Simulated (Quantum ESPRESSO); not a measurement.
**BaZrO3: field gradients at the nuclei**

```
BaZrO3
1.0
    4.21239     0.00000     0.00000
    0.00000     4.21239     0.00000
    0.00000     0.00000     4.21239
Ba Zr O
1 1 3
Direct
  0.00000   0.00000   0.00000
  0.50000   0.50000   0.50000
  0.50000   0.00000   0.50000
  0.00000   0.50000   0.50000
  0.50000   0.50000   0.00000
```
Geometry: a computed entry of the Materials Project; it was not checked against measured cells. It is BaZrO3 in Pm-3m. Stability against distortions was not tested. The run has no spin polarisation.

Principal values are ordered |Vxx| ≤ |Vyy| ≤ |Vzz|, η = (Vxx − Vyy)/Vzz, and C_Q = eQVzz/h is given by its size. Cores are frozen. Against all-electron runs on small test molecules, this scheme's |Vzz| missed by −2 to +6 % on O. The structure is static (0 K, no zero-point motion).

Quadrupole moments taken as inputs (sizes, barn, from the tables of PySCF and pymatgen): ¹³⁷Ba 0.245, ⁹¹Zr 0.176, ¹⁷O 0.0256.

Task: What do the calculations give at each independent site (field gradients by a PBE PAW density (pw.x of a modified build of Quantum ESPRESSO, JTH datasets) with the all-electron reconstruction of Petrilli and co-workers, 22.5 Ha, k-mesh 5×5×5 through Γ)?

Result: 
| site | site symmetry | Vzz (10²¹ V/m²) | η_Q | ∣C_Q∣ (MHz) |
|---|---|---|---|---|
| Ba (atom 1) | m-3m | 0 | – | 0 (¹³⁷Ba) |
| Zr (atom 2) | m-3m | 0 | – | 0 (⁹¹Zr) |
| O (atoms 3, 4, 5) | 4/mmm | -1.26 | 0.00 | 0.78 (¹⁷O) |
